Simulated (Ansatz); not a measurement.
A distorted cell of Zr (hcp, Mg type):

```xyz
4
Lattice="6.4632 0.0000 0.0000 -1.6158 2.7986 0.0000 0.0000 0.0000 5.1736" Properties=species:S:1:pos:R:3 pbc="T T T"
Zr     0.0000     1.8658     3.8802
Zr     3.2316     1.8658     3.8802
Zr     1.6158     0.9329     1.2934
Zr     4.9832     1.0686     1.2934
```

The numbers are results of PBE (plane waves to 420 eV, PAW, scalar-relativistic; Ansatz, a program for electronic structure), not measurements. k mesh 13×13×7 (Γ-centred), Fermi-Dirac smearing 0.05 eV. Energies are smeared free energies. Stress and pressure are positive under compression. With partly filled bands, energies and forces of such displacements shift with the k mesh and the smearing. The PAW data are Ansatz's earlier set. Zr is run without spin polarisation. Zr was relaxed with its symmetry unable to fall.

Q: Predict the force on every atom, in eV/Å.

A: 
```csv
atom,Fx,Fy,Fz
Zr1,0.110,0.013,0.000
Zr2,-0.027,0.086,0.000
Zr3,0.683,0.505,0.000
Zr4,-0.766,-0.605,0.000
```

Q: What is the stress tensor (GPa)?

A: 
```
    0.7      0.7      0.0
    0.7     -0.1      0.0
    0.0      0.0      0.6
```
The pressure, a third of the trace, is 0.4 GPa.

Q: In it atom 4 sits (0.136, 0.136, 0.000) Å away from its relaxed site. What is its energy relative to the relaxed cell?

A: 95 meV/cell.

(A displaced cell: forces are minus the slopes of the energy, force constants its curvatures, and phonons follow from these.)
